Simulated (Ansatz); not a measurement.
The calculation used Ansatz 0.2.0, DFT PBE, scalar-relativistic, plane waves, PAW. All cells share a 420 eV cutoff and Γ-centred k meshes spaced at most about 0.3 Å⁻¹ (about 0.25 or finer for metals, 2π included). No spin polarisation in the final relaxations.

All energies are static (0 K, no zero-point motion). All come from trial cells, and lower structures may exist.

Problem. Order these relaxed structures of Ir2Ru by energy, lowest first, with the energy over the lowest of them.
A.

```
CELL_PARAMETERS angstrom
2.74101 0.00000 0.00000
-1.37050 2.37378 0.00000
0.00000 0.00000 13.17290
ATOMIC_POSITIONS crystal
Ru 0.66667 0.33333 0.92050
Ru 0.33333 0.66667 0.07950
Ir 0.66667 0.33333 0.24452
Ir 0.66667 0.33333 0.58466
Ir 0.33333 0.66667 0.75548
Ir 0.33333 0.66667 0.41534
```

B.

```
CELL_PARAMETERS angstrom
2.74209 0.00000 0.00000
-1.37104 2.37472 0.00000
0.00000 0.00000 13.15563
ATOMIC_POSITIONS crystal
Ru 0.33333 0.66667 0.66520
Ru 0.33333 0.66667 0.33480
Ir 0.33333 0.66667 0.00000
Ir 0.66667 0.33333 0.82910
Ir 0.66667 0.33333 0.17090
Ir 0.66667 0.33333 0.50000
```

Solution. B (0 meV/atom), A (14 meV/atom). Forms: B Ru and Ir ordered on hcp sites, P-6m2; A Ru and Ir ordered on hcp sites, P-3m1. Counting all near atoms (those within 1.25 times the shortest distance at each site): B has Ru 12, Ir 12; A has Ru 12, Ir 12.

For metals, differences of a few meV/atom aren't resolved. These runs have no spin–orbit coupling, which can matter for Ir. Cells relaxed within their symmetry can be saddle points. Some candidate types were left out of the draw beforehand, so a known form may be missing.
